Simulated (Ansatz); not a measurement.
All numbers below come from Ansatz, DFT PBE, scalar-relativistic, plane waves, PAW. All cells share a 420 eV cutoff and Γ-centred k meshes spaced at most about 0.3 Å⁻¹ (2π included). No spin polarisation in the final relaxations.

Temperature and zero-point effects are left out. All come from trial cells, and lower structures may exist.

Task: Order these relaxed structures of Y₅AlN₆ by energy, lowest first, with the energy over the lowest of them.
A.

Space group Cmmm (No. 65). a = 4.850 Å, b = 14.288 Å, c = 4.847 Å, α = 90.00°, β = 90.00°, γ = 90.00°
```json
{"atom": "Y", "site": "4i", "symmetry": "m2m", "x": "0.0000", "y": "0.3389", "z": "0.0000"}
{"atom": "Y", "site": "4j", "symmetry": "m2m", "x": "0.0000", "y": "0.1622", "z": "0.5000"}
{"atom": "Y", "site": "2c", "symmetry": "mmm", "x": "0.5000", "y": "0.0000", "z": "0.5000"}
{"atom": "Al", "site": "2a", "symmetry": "mmm", "x": "0.0000", "y": "0.0000", "z": "0.0000"}
{"atom": "N", "site": "4j", "symmetry": "m2m", "x": "0.0000", "y": "0.3327", "z": "0.5000"}
{"atom": "N", "site": "2b", "symmetry": "mmm", "x": "0.5000", "y": "0.0000", "z": "0.0000"}
{"atom": "N", "site": "2d", "symmetry": "mmm", "x": "0.0000", "y": "0.0000", "z": "0.5000"}
{"atom": "N", "site": "4i", "symmetry": "m2m", "x": "0.5000", "y": "0.3504", "z": "0.0000"}
```

B.

Space group P4/mmm (No. 123). a = 3.432 Å, b = 3.432 Å, c = 14.254 Å, α = 90.00°, β = 90.00°, γ = 90.00°
```csv
atom,site,symmetry,x,y,z
Y,2g,4mm,0.0000,0.0000,0.8271
Y,1c,4/mmm,0.5000,0.5000,0.0000
Y,2h,4mm,0.5000,0.5000,0.3472
Al,1b,4/mmm,0.0000,0.0000,0.5000
N,1a,4/mmm,0.0000,0.0000,0.0000
N,2h,4mm,0.5000,0.5000,0.1714
N,2g,4mm,0.0000,0.0000,0.3531
N,1d,4/mmm,0.5000,0.5000,0.5000
```

Result: B (0 meV/atom), A (18 meV/atom). Forms: B Y and Al ordered on rock salt sites, P4/mmm; A Y and Al ordered on rock salt sites, Cmmm. Counting N atoms around Al and Y (those within 1.25 times the shortest such distance or 1.15 times the sum of covalent radii; a plus sign parts nearer from farther groups; a slash parts the counts of unlike sites): B has Y 1+5/6, Al 2+4; A has Y 5+1/6, Al 2+4.

Cells relaxed within their symmetry can be saddle points. Some types were kept out of the candidates beforehand, so the set may lack a known form.
